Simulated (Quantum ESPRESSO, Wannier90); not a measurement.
**SrCd (CsCl type), plane waves to Wannier functions**

```
CELL_PARAMETERS angstrom
      4.03563     0.00000     0.00000
      0.00000     4.03563     0.00000
      0.00000     0.00000     4.03563
ATOMIC_POSITIONS crystal
  Sr 0.50000 0.50000 0.50000
  Cd 0.00000 0.00000 0.00000
```

Structure: Materials Project mp-30496, symmetrised, not relaxed again. COD (Crystallography Open Database) has an entry of this formula and space group (matched by these alone). Method: PBEsol plane waves in Quantum ESPRESSO 7.5 (PseudoDojo norm-conserving files, 82 Ry, no spin polarisation, no spin-orbit coupling), Bloch states on a 6×6×6 mesh through Γ, Wannier90 4.0.1. Density: 10×10×10 mesh, cold smearing 0.01 Ry.

Valence charges of the files: Sr 10, Cd 20. 37 bands were computed.

Isolated groups of bands, relative to the Fermi level (bands from 14 on overlap up to the last one computed):

```
bands  from (eV)  to (eV)  filling  weight on atomic waves
-----  ---------  -------  -------  ----------------------
1        -102.56  -102.56   filled             Cd 4s 100 %
2–4       -63.63   -63.63   filled             Cd 4p 100 %
5         -35.72   -35.68   filled              Sr 4s 99 %
6–8       -17.88   -17.63   filled              Sr 4p 99 %
9–13       -8.57    -8.30   filled             Cd 4d 100 %
```

Wanted is a model with the orbitals Sr s p d, Cd s p d, without the filled groups that are mainly made of other shells (semicore states, and anion s where it isn't named); all higher bands stay in for disentanglement.

Q: Give num_wann, exclude_bands and num_bands, and the number of electrons that the model holds.

A: Electrons: 1×10 + 1×20 = 30, or 15.0 bands' worth; no gap over 0.05 eV opens at the Fermi level at this level of theory.
num_wann = 1×9 + 1×9 = 18.
exclude_bands = 1-8, 8 bands, so num_bands = 37 − 8 = 29.
The model holds 30 − 2×8 = 14 electrons. With the window frozen to 1.50 eV it follows pw.x to 4.4 meV rms (states up to 1.0 eV relative to the Fermi level).
